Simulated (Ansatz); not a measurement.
A relaxed structure of ZnO. Space group P6₃mc (No. 186), AFLOW prototype AB_hP12_186_a2b_a2b (B6, as in SiC). These are PBEsol (plane waves to 420 eV, PAW, scalar-relativistic; Ansatz, a program for electronic structure) values and carry that method's errors.

```xyz
12
Lattice="3.2213 0.0000 0.0000 -1.6106 2.7897 0.0000 0.0000 0.0000 15.7271" Properties=species:S:1:pos:R:3 pbc="T T T"
Zn     0.0000     0.0000    15.7256
Zn     0.0000     0.0000     7.8621
Zn     1.6106     0.9299    13.1066
Zn     0.0000     1.8598     5.2431
Zn     1.6106     0.9299     2.6207
Zn     0.0000     1.8598    10.4842
O      0.0000     0.0000    13.7564
O      0.0000     0.0000     5.8928
O      1.6106     0.9299    11.1336
O      0.0000     1.8598     3.2701
O      1.6106     0.9299     0.6473
O      0.0000     1.8598     8.5108
```

Q: Predict the band gap from PBEsol.

A: 0.63 eV, direct at Γ (no spin-orbit coupling).

No spin polarisation in the result.

The run could not lose the symmetry of its start; a randomly shaken copy of 12 atoms returns to this structure.

The first start was generated by placing the elements on the sites of a structure type. A measured structure of ZnO has the same space group, P6₃mc (No. 186); the sites were not compared with it.
